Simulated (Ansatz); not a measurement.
Total density of states per atom from DFT-r²SCAN in the program Ansatz with PAW potentials, in 0.25 eV bins, energy from the valence-band maximum:

| E (eV) | states/eV/atom |
|---|---|
| -7.86 | 0.00 |
| -7.61 | 0.00 |
| -7.36 | 0.04 |
| -7.11 | 0.07 |
| -6.86 | 0.14 |
| -6.61 | 0.36 |
| -6.36 | 0.63 |
| -6.11 | 0.77 |
| -5.86 | 0.56 |
| -5.61 | 0.67 |
| -5.36 | 0.65 |
| -5.11 | 0.44 |
| -4.86 | 0.70 |
| -4.61 | 0.87 |
| -4.36 | 0.92 |
| -4.11 | 0.96 |
| -3.86 | 0.95 |
| -3.61 | 1.57 |
| -3.36 | 0.63 |
| -3.11 | 0.52 |
| -2.86 | 0.65 |
| -2.61 | 1.03 |
| -2.36 | 0.67 |
| -2.11 | 1.19 |
| -1.86 | 0.79 |
| -1.61 | 0.90 |
| -1.36 | 1.35 |
| -1.11 | 2.82 |
| -0.86 | 1.23 |
| -0.61 | 1.22 |
| -0.36 | 0.62 |
| -0.11 | 0.63 |
| 0.14 | 0.00 |
| 0.39 | 0.01 |
| 0.64 | 0.43 |
| 0.89 | 0.75 |
| 1.14 | 0.48 |
| 1.39 | 0.24 |
| 1.64 | 0.72 |
| 1.89 | 1.11 |
| 2.14 | 0.91 |
| 2.39 | 0.70 |
| 2.64 | 0.72 |
| 2.89 | 0.22 |
| 3.14 | 0.00 |
| 3.39 | 0.00 |
| 3.64 | 0.00 |
| 3.89 | 0.00 |
| 4.14 | 0.00 |
| 4.39 | 0.00 |
| 4.64 | 0.00 |
| 4.89 | 0.02 |
| 5.14 | 0.07 |

Question: Pick the material that matches.
A) NaLaS2, I4_1/amd (Na on 4a, La on 4b, S on 8e)
B) CuS, Cmcm (Cu on 4c, Cu on 8f, S on 4c, S on 8f)
C) Co3S4, Fd-3m (Co on 16d, Co on 8a, S on 32e)
D) Ti2S3, C2/m (Pearson symbol mS20)

Answer: C, Co3S4, Fd-3m (Co on 16d, Co on 8a, S on 32e). Top 1 eV of the valence band: Co 3d 70 %, S 3p 26 %. Bottom 1 eV of the conduction band: Co 3d 66 %, S 3p 24 %, outside the projected shells 6 %. Projections are on Löwdin-orthogonalised atomic valence shells; empty p or d shells of many metals are not among them.

The workflow started from a Materials Project entry (that database holds measured and hypothetical structures alike); the Crystallography Open Database files this formula in space group No. 227, but the cells were not matched. Whether it is the stable phase at ambient conditions was not checked. Symmetry was held in the r²SCAN relaxation, as lowered by the spin order; its stability against distortions is not shown here. The final state is antiferromagnetic, chosen from 2 collinear starts compared on coarse meshes (ties went to the first, and starts can fall back to one state), not a proven ground state. Other orbital occupations within this spin state were not tried. No Hubbard U is applied.

Potentials: the later of the program's two PAW sets.
